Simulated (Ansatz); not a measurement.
# MgRh (Pm-3m), a vibration from a frozen displacement

Level of theory: DFT LDA, scalar-relativistic, plane waves, PAW (Ansatz 0.2.0). Cutoff 420 eV, Γ-centred 16×16×16 k-points, Gaussian smearing of 0.15 eV. No spin polarisation. Energies are free energies at this smearing, counted from the undisturbed cell; pressure is positive in compression.

The undisturbed cell (as given, not relaxed at this level; it stands at -6.3 GPa, and it needn't be the usual structure):

```xyz
2
Lattice="3.0992 0.0000 0.0000 0.0000 3.0992 0.0000 0.0000 0.0000 3.0992" Properties=species:S:1:pos:R:3 pbc="T T T"
Mg    0.0000    0.0000    0.0000
Rh    1.5496    1.5496    1.5496
```

Every Mg atom is moved by x along the Cartesian unit vector (0.000, 0.000, 1.000); the cell and all other atoms stay fixed. The cell's volume is 29.77 Å³; the moved atoms weigh 24.305 u together and the others 102.905 u. Some rows repeat others by symmetry and weren't run.

```csv
x (Å),ΔE (meV/cell),total force on the moved atoms along the move (eV/Å),pressure (GPa)
-0.5000,631.30,2.4384,3.2670
-0.4375,487.09,2.1729,1.1691
-0.3750,360.08,1.8887,-0.7183
-0.2500,161.43,1.2829,-3.7493
-0.1250,40.55,0.6478,-5.6432
0.0000,0.00,0.0000,-6.2874
0.1250,40.55,-0.6478,-5.6432
0.2500,161.43,-1.2829,-3.7493
0.3750,360.08,-1.8887,-0.7183
0.4375,487.09,-2.1729,1.1691
0.5000,631.30,-2.4384,3.2670
```

**Question.** What frequency belongs to this motion?

**Answer.** The force constant is k = −dF/dx = 5.182 eV/Å², from the parabola through x = -0.1250, 0 and 0.1250. In every cell the moved atoms swing against the rest, so the mass is μ = m₁m₂/(m₁ + m₂) = 19.661 u, and ν̃ = 521.5 cm⁻¹ × √(|k|/μ) = 268 cm⁻¹, at this cell's pressure of -6.3 GPa. To first order in x, and within 1 %, the force on every atom lies along the move and, within each of the two groups, in proportion to the atom's mass, so this is itself a mode at the zone centre of this cell.

**Question.** How far does the harmonic law reach?

**Answer.** At x = -0.500 Å, kx²/2 = 647.80 meV against the computed 631.30 meV (-2.5 %): the well is still close to harmonic there.

**Question.** The pressure changes with x². What does that say about the frequency under compression?

**Answer.** With E = k(V)x²/2, k ∝ V^(−2γ) and x scaling with the cell as V^(1/3), P − P0 = −∂E/∂V = (2γ − 2/3) ΔE/V. At x = 0.2500 Å, V(P − P0) = 29.77 × 2.53809 / 160.2 eV = 471.57 meV and ΔE = 161.43 meV, so γ = 1/3 + V(P − P0)/(2ΔE) = 1.79. This is the Grüneisen parameter of the motion under uniform scaling of the cell: shrinking the cell evenly by 1 % in volume raises the frequency by about 1.79 %.

In a metal these slopes depend on the k mesh and the smearing.